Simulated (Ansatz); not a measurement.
A geometry of Ti$_{3}$Al away from equilibrium: step 20 of the relaxation of a generated cell, Ti3Al placed in the AFLOW prototype AB3_hP8_182_c_g (as in Fe3C). These are PBEsol (plane waves to 420 eV, PAW, scalar-relativistic; Ansatz, a first-principles code) values and carry that method's errors. Γ-centred k-mesh 7×7×7 on the run's cell (coarser than for final values), Fermi–Dirac smearing 0.05 eV.

```
Ti3Al
1.0
    7.11457     0.00000     0.00000
   -3.55728     6.16140     0.00000
    0.00000     0.00000     3.01851
Ti Al
6 2
Direct
  0.29969   0.00000   0.00000
  0.29969   0.29969   0.50000
  0.00000   0.29969   0.00000
  0.70031   0.00000   0.50000
  0.70031   0.70031   0.00000
  0.00000   0.70031   0.50000
  0.33333   0.66667   0.25000
  0.66667   0.33333   0.75000
```

### Question
Which atoms carry the largest force, and which way does it point?

### Answer
0.02 eV/Å, on Ti1, Ti2, Ti3, Ti4, Ti5, Ti6 (atoms numbered as listed); on Ti6 its components are (0.01, -0.02, 0.00).

### Question
What is the pressure?

### Answer
+6.2 GPa, compression positive.

### Question
How much energy per atom can still be gained by relaxing?

### Answer
0.05 eV/atom; the path ends in P6₃22 (No. 182).

No spin polarisation in the result.

The run could not lower the symmetry of its start; a shaken copy of this end point relaxes with PBEsol to P-62m (No. 189), 0.30 eV/atom lower.

The end of the path is a generated cell of Ti3Al: the first start was made by placing the elements on the sites of a structure type, and the end was not matched to a known phase here, so it may be hypothetical. Known forms of Ti3Al include space group No. 194.
